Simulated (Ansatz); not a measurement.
Ru$_{3}$W: computed property card

Ru3W:
```cif
data_Ru3W
_chemical_formula_sum 'Ru3 W1'
_space_group_name_H-M_alt 'Pm-3m'
_space_group_IT_number 221
_space_group_name_Hall '-P 4 2 3'
_cell_length_a 3.81728
_cell_length_b 3.81728
_cell_length_c 3.81728
_cell_angle_alpha 90.000
_cell_angle_beta 90.000
_cell_angle_gamma 90.000
loop_
_atom_site_label
_atom_site_type_symbol
_atom_site_symmetry_multiplicity
_atom_site_Wyckoff_symbol
_atom_site_fract_x
_atom_site_fract_y
_atom_site_fract_z
_atom_site_occupancy
Ru1 Ru 3 c 0.00000 0.50000 0.50000 1
W1 W 1 a 0.00000 0.00000 0.00000 1
```

Space group Pm-3m (No. 221), Cu3Au type; conventional cell a = b = c = 3.817 Å, α = β = γ = 90.00°.

Method: PBEsol (plane waves, PAW; program Ansatz). Geometry: relaxed at this level of theory. Other levels are named where they apply.

**Cell and energy**

- Volume per atom: 13.91 Å³
- Density: 14.54 g/cm³
- Formation energy from the elements (no fitted shifts): -0.026 eV/atom

**Electronic structure**

Electronic character: metallic (no gap)
Density of states at the Fermi level: 0.91 states/eV per atom (mean over ±0.08 eV)
Gap with spin–orbit coupling: none (metallic)

**Mechanics**

* **Bulk modulus (Birch–Murnaghan fit)**: 339 GPa
* **Pressure derivative B′**: 4.6
* **Elastic constants (relaxed ions, GPa)**: C11 = 501, C12 = 260, C44 = 246
* **Mechanical stability**: stable (all eigenvalues of C positive)
* **Hill bulk and shear moduli**: 340 and 185 GPa
* **Young's modulus**: 469 GPa
* **Poisson's ratio**: 0.27
* **Debye temperature from the elastic constants**: 491 K

**Phonons**

- Highest zone-centre frequency: 192 cm⁻¹
- Zone-centre stability: no imaginary mode at Γ

The cell is a constructed one: a structure type filled with these elements; neither database checked (COD, Materials Project) lists it. Whether it is the stable phase at ambient conditions was not checked. The PBEsol relaxation kept the symmetry of its start. No spin polarisation was allowed. As this level gives no gap, shear constants depend on the k-mesh and smearing (Fermi–Dirac, 0.1 eV here). As this level gives no gap, phonon frequencies hold no LO–TO term and depend on the k-mesh and smearing (Fermi–Dirac, 0.1 eV here). The references are the lowest solids computed at this level, not always the standard phases. Spin–orbit coupling is left out wherever it is not named.

Potentials: the earlier of the program's two PAW sets. The files were generated under PBE; for other functionals the program regenerates the frozen cores, and for LDA and PBEsol the local potential too.
